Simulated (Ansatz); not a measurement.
MgAu:
```
CELL_PARAMETERS angstrom
      3.27023     0.00000     0.00000
      0.00000     3.27023     0.00000
      0.00000     0.00000     3.27023
ATOMIC_POSITIONS crystal
  Mg 0.50000 0.50000 0.50000
  Au 0.00000 0.00000 0.00000
```

Relaxed with r²SCAN. Special points in fractions of this cell's reciprocal vectors: Γ (0.000, 0.000, 0.000); X (0.000, 0.500, 0.000); M (0.500, 0.500, 0.000); R (0.500, 0.500, 0.500).

Q: List the band energies nearest the Fermi level at these points for r²SCAN (plane waves, PAW; program Ansatz).

A: In eV from the Fermi level; about four levels below and three above (degenerate sets whole), none deeper than 8.9 eV; … stands for higher levels left out; points with the same levels are listed once.

```tsv
k	below	above
Γ	-6.09 -6.09 -4.28 -4.28 -4.28	5.74 5.74 5.74
X	-5.00 -5.00 -4.36 -4.19 -2.72	7.88 8.93 8.93
M	-3.53 -1.39 -1.39 -0.65	4.40 12.37 …
R	-6.21 -6.21 -6.21 -3.48 -3.48	2.03 2.03 2.03
```

Space group Pm-3m (CsCl type). The first step of the workflow began from a Materials Project structure, measured or hypothetical; the Crystallography Open Database files this formula in space group No. 221, but the cells were not matched. Whether it is the stable phase at ambient conditions was not checked. The r²SCAN relaxation kept the symmetry of its start; its stability against distortions is not shown here. Spin–orbit coupling is left out wherever it is not named.

Potentials: the later of the program's two PAW sets.
